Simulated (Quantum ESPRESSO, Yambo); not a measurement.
# G0W0 results for Au$_{2}$S

```cif
data_Au4S2
_chemical_formula_sum 'S2 Au4'
_space_group_name_H-M_alt 'P 1'
_space_group_IT_number 1
_cell_length_a 5.27398
_cell_length_b 5.27398
_cell_length_c 5.27398
_cell_angle_alpha 90.000
_cell_angle_beta 90.000
_cell_angle_gamma 90.000
loop_
_space_group_symop_operation_xyz
  'x, y, z'
loop_
_atom_site_label
_atom_site_type_symbol
_atom_site_fract_x
_atom_site_fract_y
_atom_site_fract_z
_atom_site_occupancy
S1 S 0.00000 0.00000 0.00000 1
S2 S 0.50000 0.50000 0.50000 1
Au1 Au 0.25000 0.25000 0.75000 1
Au2 Au 0.25000 0.75000 0.25000 1
Au3 Au 0.75000 0.75000 0.75000 1
Au4 Au 0.75000 0.25000 0.25000 1
```

The geometry is that of Materials Project entry mp-947, symmetrised and not relaxed again.

Starting point: LDA (pw.x of Quantum ESPRESSO, ONCV potentials, scalar-relativistic). G0W0 in Yambo: 2×2×2 Γ-centred k mesh, bands 17 to 286 and a 8 Ry block in the screening, 286 bands in G with the Bruneval-Gonze terminator, plasmon pole fitted at 27.2 eV.

```
Property                                          Value
----------------------------------------------  -------
LDA gap along the band path                     2.00 eV
LDA gap between the mesh's edge points (Γ → Γ)  2.00 eV
G0W0 gap between the same points                2.69 eV
```

```
k point  band  E LDA (eV)  E QP (eV)  shift (eV)     Z
-------  ----  ----------  ---------  ----------  ----
Γ          VB        0.00      -0.42       -0.42  0.80
Γ          CB        2.00       2.27        0.27  0.83
M          VB       -0.57      -1.06       -0.49  0.80
M          CB        2.46       2.90        0.43  0.81
```

Energies count from the LDA valence-band maximum.

Nearest settings tried, and what they do to the gap: 225 bands in W, 225 bands in G: +14 meV; 6 Ry block (257 vectors against 437): -52 meV; 1×1×1 mesh: -393 meV. So the settings aren't converged at that level. The k mesh is coarse.

Spin-orbit coupling is left out, which matters for elements this heavy: edges can move by tenths of an eV.
